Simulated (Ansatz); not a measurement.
# Band table of HfGe (zincblende type)

```
Hf Ge
1.0
     0.00000    2.19501    2.19501
     2.19501    0.00000    2.19501
     2.19501    2.19501    0.00000
Hf Ge
1 1
Direct
  0.00000 0.00000 0.00000
  0.25000 0.25000 0.25000
```

The cell comes from a relaxation on PAW files under the same functional, begun from a prototype that needn't be the stable phase.

Level of theory: DFT with LDA, scalar-relativistic, in Ansatz 0.2.0; a Γ-centred 11×11×11 k mesh, Fermi–Dirac smearing of 0.05 eV, no spin polarisation. LAPW: all electrons, basis error target 1 meV/atom.

This run: volume at 0.4 of the series' base cell.

Spin–orbit coupling is left out, which matters for the heavy atoms. The structure type is held throughout; the real material can change phase at far lower pressure.

Path points, in fractions of the reciprocal vectors: Γ (0.000, 0.000, 0.000), X (-0.500, -0.500, 0.000), U (-0.375, -0.375, 0.250), K (-0.375, 0.000, 0.375), L (0.000, 0.000, 0.500), W (-0.500, -0.250, 0.250). The distance column jumps between branches of the path. Levels in eV from the Fermi level; bands 23 to 38, counted from the lowest band of the run. The gap is zero, the pressure 386.5 GPa.

```
# k(1/Å) point b23 b24 b25 b26 b27 b28 b29 b30 b31 b32 b33 b34 b35 b36 b37 b38
0.000 Γ -13.87 -11.60 -11.60 -11.60 -11.53 -11.46 -11.46 -11.46 -4.28 -4.28 -4.28 1.87 1.87 8.71 10.81 10.81
0.179 - -13.66 -11.60 -11.60 -11.60 -11.50 -11.46 -11.46 -11.46 -4.46 -4.14 -4.14 1.50 1.94 9.08 10.83 10.99
0.358 - -13.11 -11.60 -11.58 -11.58 -11.47 -11.47 -11.47 -11.41 -4.96 -3.74 -3.74 0.57 2.12 10.13 11.02 11.50
0.537 - -12.41 -11.60 -11.56 -11.56 -11.49 -11.49 -11.47 -11.15 -5.61 -3.07 -3.07 -0.51 2.41 11.51 11.68 12.13
0.716 - -11.95 -11.59 -11.55 -11.55 -11.49 -11.49 -11.48 -10.49 -6.30 -2.17 -2.17 -1.39 2.79 12.06 12.06 12.22
0.895 - -11.75 -11.58 -11.55 -11.55 -11.49 -11.48 -11.48 -9.60 -6.94 -1.83 -1.05 -1.05 3.20 10.49 10.49 12.00
1.073 - -11.65 -11.57 -11.56 -11.56 -11.50 -11.47 -11.47 -8.90 -7.47 -1.66 0.25 0.25 3.58 8.45 8.45 9.91
1.252 - -11.60 -11.56 -11.56 -11.56 -11.51 -11.46 -11.46 -8.50 -7.86 -1.08 1.62 1.62 3.87 6.57 6.57 8.09
1.431 X -11.57 -11.56 -11.56 -11.56 -11.51 -11.45 -11.45 -8.34 -8.04 -0.73 2.42 2.42 3.97 5.58 5.58 7.33
1.494 - -11.57 -11.57 -11.56 -11.55 -11.51 -11.45 -11.45 -8.31 -8.03 -0.77 2.30 2.41 3.99 5.50 5.68 7.49
1.558 - -11.59 -11.57 -11.56 -11.54 -11.51 -11.45 -11.45 -8.24 -7.99 -0.88 1.99 2.34 4.01 5.34 5.97 7.86
1.621 - -11.60 -11.58 -11.56 -11.53 -11.51 -11.45 -11.45 -8.15 -7.90 -1.03 1.60 2.17 3.96 5.28 6.41 8.29
1.684 - -11.61 -11.58 -11.56 -11.52 -11.51 -11.45 -11.45 -8.07 -7.75 -1.22 1.18 1.90 3.85 5.37 6.95 8.72
1.748 - -11.62 -11.58 -11.56 -11.51 -11.51 -11.45 -11.45 -8.00 -7.54 -1.41 0.76 1.57 3.68 5.60 7.55 9.09
1.811 - -11.63 -11.58 -11.56 -11.51 -11.50 -11.46 -11.45 -7.95 -7.30 -1.62 0.35 1.22 3.47 5.94 8.20 9.36
1.874 - -11.64 -11.59 -11.56 -11.51 -11.49 -11.46 -11.44 -7.91 -7.03 -1.85 -0.04 0.94 3.23 6.35 8.88 9.51
1.937 U -11.65 -11.59 -11.56 -11.51 -11.49 -11.46 -11.44 -7.89 -6.75 -2.11 -0.41 0.78 2.95 6.81 9.53 9.57
2.814 K -11.65 -11.59 -11.56 -11.51 -11.49 -11.46 -11.44 -7.89 -6.75 -2.11 -0.41 0.78 2.95 6.81 9.53 9.57
3.003 - -11.69 -11.60 -11.57 -11.50 -11.49 -11.45 -11.44 -8.00 -5.97 -3.14 -1.34 1.32 2.05 8.23 8.97 11.73
3.193 - -11.74 -11.60 -11.57 -11.50 -11.50 -11.45 -11.45 -8.48 -5.25 -4.19 -2.03 1.17 3.12 7.21 10.22 11.87
3.383 - -11.81 -11.60 -11.57 -11.51 -11.50 -11.47 -11.45 -9.32 -5.04 -4.38 -2.54 0.49 4.39 6.69 10.76 11.88
3.573 - -11.96 -11.59 -11.57 -11.53 -11.50 -11.49 -11.46 -10.30 -5.25 -3.82 -2.99 0.22 3.08 8.96 10.25 12.89
3.763 - -12.35 -11.59 -11.57 -11.55 -11.50 -11.49 -11.46 -11.07 -5.13 -3.59 -3.46 0.42 2.08 9.58 10.51 13.45
3.952 - -13.04 -11.60 -11.59 -11.58 -11.48 -11.48 -11.46 -11.39 -4.79 -3.88 -3.80 0.97 1.78 9.79 10.02 11.87
4.142 - -13.64 -11.60 -11.60 -11.60 -11.50 -11.46 -11.46 -11.46 -4.43 -4.17 -4.13 1.59 1.82 9.10 10.43 11.03
4.332 Γ -13.87 -11.60 -11.60 -11.60 -11.53 -11.46 -11.46 -11.46 -4.28 -4.28 -4.28 1.87 1.87 8.71 10.81 10.81
4.487 - -13.71 -11.60 -11.60 -11.60 -11.51 -11.46 -11.46 -11.46 -4.37 -4.20 -4.20 1.76 1.76 8.97 10.46 11.15
4.642 - -13.30 -11.60 -11.59 -11.59 -11.47 -11.47 -11.46 -11.45 -4.61 -3.99 -3.99 1.50 1.50 9.17 10.28 12.08
4.797 - -12.74 -11.59 -11.58 -11.58 -11.48 -11.48 -11.46 -11.30 -4.88 -3.73 -3.73 1.32 1.32 8.43 11.40 13.44
4.952 - -12.27 -11.57 -11.57 -11.56 -11.49 -11.49 -11.46 -10.98 -5.03 -3.53 -3.53 1.40 1.40 7.65 12.39 14.91
5.106 - -12.02 -11.58 -11.58 -11.54 -11.48 -11.48 -11.45 -10.52 -4.93 -3.47 -3.47 1.86 1.86 6.98 11.16 14.26
5.261 - -11.92 -11.58 -11.58 -11.50 -11.46 -11.46 -11.45 -10.14 -4.54 -3.52 -3.52 2.62 2.62 6.44 9.34 12.37
5.416 - -11.88 -11.59 -11.59 -11.48 -11.45 -11.45 -11.45 -9.93 -4.04 -3.59 -3.59 3.43 3.43 6.01 8.05 10.87
5.571 L -11.87 -11.59 -11.59 -11.47 -11.45 -11.45 -11.45 -9.87 -3.81 -3.62 -3.62 3.81 3.81 5.80 7.62 10.26
5.698 - -11.86 -11.59 -11.59 -11.47 -11.46 -11.45 -11.45 -9.77 -4.04 -3.56 -3.50 3.73 3.86 5.58 7.86 10.34
5.824 - -11.82 -11.60 -11.59 -11.47 -11.46 -11.46 -11.45 -9.48 -4.44 -3.58 -3.18 3.38 4.00 5.19 8.53 10.57
5.951 - -11.78 -11.60 -11.58 -11.48 -11.47 -11.46 -11.45 -9.05 -4.90 -3.70 -2.64 2.68 4.21 4.98 9.51 10.93
6.077 - -11.73 -11.60 -11.57 -11.49 -11.47 -11.46 -11.45 -8.54 -5.34 -3.82 -1.93 1.80 4.43 4.97 10.34 11.33
6.204 - -11.70 -11.60 -11.57 -11.50 -11.48 -11.46 -11.45 -8.05 -5.73 -3.84 -1.23 1.10 4.57 5.11 9.96 11.43
6.330 - -11.67 -11.60 -11.57 -11.51 -11.48 -11.46 -11.45 -7.66 -6.02 -3.68 -1.20 1.28 4.59 5.32 8.74 11.54
6.457 - -11.65 -11.59 -11.56 -11.51 -11.49 -11.46 -11.45 -7.42 -6.21 -3.28 -1.85 2.28 4.46 5.50 7.46 11.57
6.583 W -11.64 -11.59 -11.56 -11.51 -11.49 -11.46 -11.45 -7.35 -6.27 -2.83 -2.42 2.99 4.21 5.58 6.85 11.57
6.673 - -11.64 -11.59 -11.56 -11.51 -11.49 -11.46 -11.45 -7.38 -6.41 -2.61 -2.36 2.97 4.20 5.57 6.81 11.50
6.762 - -11.64 -11.59 -11.56 -11.51 -11.49 -11.46 -11.45 -7.46 -6.76 -2.19 -2.04 2.93 4.20 5.55 6.68 11.25
6.852 - -11.63 -11.59 -11.56 -11.51 -11.50 -11.46 -11.45 -7.59 -7.17 -1.93 -1.27 2.85 4.19 5.52 6.48 10.78
6.941 - -11.62 -11.58 -11.56 -11.51 -11.50 -11.45 -11.45 -7.72 -7.56 -1.62 -0.39 2.75 4.17 5.49 6.24 10.10
7.031 - -11.61 -11.58 -11.56 -11.52 -11.51 -11.45 -11.45 -7.89 -7.85 -1.30 0.53 2.65 4.14 5.47 5.99 9.25
7.120 - -11.59 -11.58 -11.56 -11.53 -11.51 -11.45 -11.45 -8.13 -7.95 -1.01 1.41 2.54 4.09 5.49 5.78 8.38
7.209 - -11.58 -11.57 -11.56 -11.54 -11.51 -11.45 -11.45 -8.28 -8.02 -0.81 2.12 2.46 4.02 5.54 5.64 7.64
7.299 X -11.57 -11.56 -11.56 -11.56 -11.51 -11.45 -11.45 -8.34 -8.04 -0.73 2.42 2.42 3.97 5.58 5.58 7.33
```
